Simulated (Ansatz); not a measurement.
In3GaAs4, ordered on the zincblende lattice (Cm) with 8 atoms a cell was put through Ansatz (plane waves). The cell was relaxed beforehand with r2SCAN.

The cell:
```
Ga In As
1.0
     7.03227   -2.12019    0.00377
     7.03227    2.12019    0.00377
    -1.27471    0.00000    7.24113
Ga In As
1 3 4
Direct
  0.00018 0.00018 0.99917
  0.49998 0.49998 0.49987
  0.25212 0.25212 0.75581
  0.74736 0.74736 0.24416
  0.55641 0.55641 0.17078
  0.06140 0.06140 0.70239
  0.82268 0.82268 0.94133
  0.30986 0.30986 0.43650
```

What the program printed (shortened):
```
scf.n_extra_bands = 6 over 56 filled bands (N_el = 112.0): the run solves 62 bands
Functional definition: PBE
Crystal: 8 atoms, lattice volume = 215.948 Å³
Basis set: ecut = 420 eV, 4229 PW (Γ)
Symmetry: 2 space group operations
Space group: Cm (ITA 8)
k-points: 47 of 144 (time reversal used)
preconditioner: auto → Kerker (q_TF=auto, 2.446 Å⁻¹)  [metal: Δε(μ)=0.034 eV  σ=0.020 eV  ℏωp=21.4 eV]
Free energy (F): -40003.087528 eV
Internal energy: -40003.087060 eV  (E = F + TS)
E sigma→0 (E₀):  -40003.087294 eV
Entropy (-TS):   -0.000468 eV (-0.059 meV/atom)
Fermi energy:    7.639690 eV
--- Per-component energies (eV) ---
  E_band       = -1277.412346
  E_kinetic    = 1258.224668
  E_local      = -13937.775533
  E_nonlocal   = -1155.669706
  E_hartree    = 6813.439051
  E_xc         = -1031.269954
  E_vxc        = -672.259180
  E_paw        = -21796.597845
  E_vpaw       = -396.807672
  E_ewald      = -10153.437748
  E_smearing   = -0.000468
--- Forces (eV/Å), atoms counted from 1 ---
  atom   1  Ga      0.03328      0.00000      0.03822
  atom   2  In      0.02322      0.00000    -0.01664
  atom   3  In    -0.02618      0.00000    -0.00253
  atom   4  In    -0.02536      0.00000    -0.01153
  atom   5  As    -0.00933      0.00000      0.00230
  atom   6  As      0.01068      0.00000    -0.01434
  atom   7  As    -0.01370      0.00000      0.00099
  atom   8  As      0.00739      0.00000      0.00352
--- Stress (GPa, compression-positive) ---
        2.208067       0.000000      -0.004053
        0.000000       2.176099       0.000000
       -0.004053       0.000000       2.178069
  P = ⅓ Tr σ = 2.1874 GPa (21.874 kbar)
--- Band table (eV; the first three rows and the last of 47) ---
  k-point 0: bands = […, 5.9938, 6.6080, 6.6898, 7.3339, 7.5834, 7.6178, 7.6515, 8.5426, 9.6850, 10.0712, …]
  k-point 1: bands = […, 5.7236, 5.9355, 6.1674, 6.5508, 7.3223, 7.3291, 8.8191, 9.3992, 9.8609, 10.1363, …]
  k-point 2: bands = […, 5.8372, 6.2844, 6.5471, 6.6597, 6.6886, 6.7951, 9.3777, 9.9303, 10.0191, 10.2806, …]
  k-point 46: bands = […, 5.6671, 5.8345, 5.9500, 6.0649, 6.9412, 7.1343, 9.1846, 9.7933, 9.9084, 10.0225, …]
```

**Question.** Write the input file that gave this output, leaving the band path aside.

**Answer.**
```yaml
crystal:
  # lattice and atoms as above
kpoints:
  mp_grid: { grid: [6, 6, 4] }
hamiltonian:
  xc: pbe
scf:
  occupations: { method: fermi_dirac, width: 0.02 }
  n_extra_bands: 6
output:
  forces: true
  stress: true
  eigenvalues: true
```
A single point prints forces and stress when the output block asks for them. Keys that only write grids to files are left aside. Not every key shows in the log; this is the file that was used.

The PBE gap is indirect, 0.01 eV (Γ–M₂ (0.10 of the way from Γ) to Γ), below the direct gap of 0.03 eV at Γ. (With 0.02 eV of smearing so small a gap leaves both edges partly filled, and it could close between the points sampled.)

Command: `ansatz run input.yaml --threads 4 --pin off --max-ram 6451MiB --backend cpu --events-out ev --progress --plain --runs-dir out`. Wall time 42 s on 4 threads of Arm Neoverse V1 (shared host), load about 0.6 per core; peak host memory 1.3 GiB.

The cell comes from a prototype generator: it can be a known phase or a hypothetical one. Spin polarisation is off.

No spin-orbit coupling is included; it can move band edges with weight on the heavy atoms by tenths of an eV.
